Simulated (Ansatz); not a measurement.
**K3Ir2O6: what each run costs**

Cell: 22 atoms, space group R-3, a = 7.167 Å, b = 7.167 Å, c = 7.167 Å, α = 98.02°, β = 98.02°, γ = 98.02°.

All runs are DFT with Ansatz 0.2.0 on 2 threads of Arm Neoverse N1 (aarch64; 36 cores open to the job, memory cap 5.0 GiB, no GPU), a shared host.

Question: Rank the runs by wall time, shortest first.
A. single point at relaxed positions, r2SCAN, 500 eV, 5×5×5 k-points, smearing 0.05 eV
B. relaxation of the ions, PBE, 420 eV, 5×5×5 k-points, smearing 0.05 eV
C. single point, PBE, 420 eV, 5×5×5 k-points, smearing 0.05 eV

Answer: C (1.7 min, 1.2 GiB), A (3.9 min, 2 GiB), B (8.9 min, 1.3 GiB).
